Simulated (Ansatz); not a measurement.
Bi2Te2PbS2: do the settings matter for the field gradients?

This input was run with Ansatz:

```yaml
crystal:
  lattice:
    - [2.1350489009, 1.2326710576, 13.47096]
    - [-2.1350489009, 1.2326710576, 13.47096]
    - [0.0, -2.4653421153, 13.47096]
  atoms:
    - { symbol: Bi, position: [0.58139, 0.58139, 0.58139] }
    - { symbol: Bi, position: [0.41861, 0.41861, 0.41861] }
    - { symbol: Te, position: [0.87066, 0.87066, 0.87066] }
    - { symbol: Te, position: [0.12934, 0.12934, 0.12934] }
    - { symbol: Pb, position: [0.0, 0.0, 0.0] }
    - { symbol: S, position: [0.29134, 0.29134, 0.29134] }
    - { symbol: S, position: [0.70866, 0.70866, 0.70866] }
kpoints:
  mp_grid: { grid: [12, 12, 12] }
scf:
  occupations: { method: fermi_dirac, width: 0.02 }
  mixing: { preconditioner: kerker_dos }
hamiltonian:
  xc: pbe
  pseudopotentials: { kind: paw }
output:
  forces: true
  stress: true
  populations: true
  efg:
    quadrupole_moments_barn: { Bi: -0.516, S: -0.0694 }
    contact_densities: true
  write_density: true
  write_potential: true
  elf: true
  volumetric_format: npy
```

```sh
ansatz run input.yaml --threads 1 --pin off --max-ram 3072MiB --backend cpu --events-out ev --progress --plain --runs-dir out
```

It converged. Of its output the block on the nuclei alone is shown, without the SCF iterations, energies, forces and stress (one atom of each set):

```
--- PAW observables at the nuclei: V_zz in 10²¹ V/m², potentials from the cell's mean, atoms counted from 1 ---
  atom   1  Bi V_zz =    -0.920638   η = 0.0000   by run symmetry: allowed   C_q = +11.4866 MHz
            electrostatic potential = -17828.166120 V   contact ρ = 17906655.776236 e/Å³
  atom   3  Te V_zz =    +0.238127   η = 0.0000   by run symmetry: allowed
            electrostatic potential = -8648.271344 V   contact ρ = 1468753.132241 e/Å³
  atom   5  Pb V_zz =    +0.838488   η = 0.0000   by run symmetry: allowed
            electrostatic potential = -17477.787042 V   contact ρ = 16532726.510703 e/Å³
  atom   6  S  V_zz =    +0.027367   η = 0.0000   by run symmetry: allowed   C_q = -0.0459 MHz
            electrostatic potential = -1636.264419 V   contact ρ = 19770.948298 e/Å³
```

**Question.** Can these gradients be trusted, and how do they compare with a run on standard settings?

**Answer.** As results of these settings, within the limits told below. Against the standard input the change is `scf.mixing.preconditioner`: not typed → kerker_dos; `kpoints.mp_grid.grid`: [8, 8, 8] → [12, 12, 12]. A site carries the number of its first atom; V_zz in 10²¹ V/m².

| site | V_zz standard | η standard | V_zz here | η here |
| --- | --- | --- | --- | --- |
| Bi | -0.93 | 0.00 | -0.92 | 0.00 |
| Te | 0.35 | 0.00 | 0.24 | 0.00 |
| Pb | 0.90 | 0.00 | 0.84 | 0.00 |
| S | 0.053 | 0.00 | 0.027 | 0.00 |

The largest change of V_zz is on Te, from 0.35 to 0.24. In per cent, |V_zz| changes by -1 on Bi, -7 on Pb (all sites that start above 0.5). SCF iterations: 7 and 8.

On the reference run: The values hang on the deposited positions: relaxing the atoms moves V_zz on Te from 0.35 to 0.78, on S from 0.053 to 0.004. Spin–orbit coupling is left out, which shifts gradients on Bi and Pb by a few per cent in wide-gap crystals, and can shift them far more where the calculated gap is small or absent, as here. With a gap of 0.3 eV on this mesh, small gradients can still move by 0.1 × 10²¹ V/m² or more as the k-mesh gets denser.
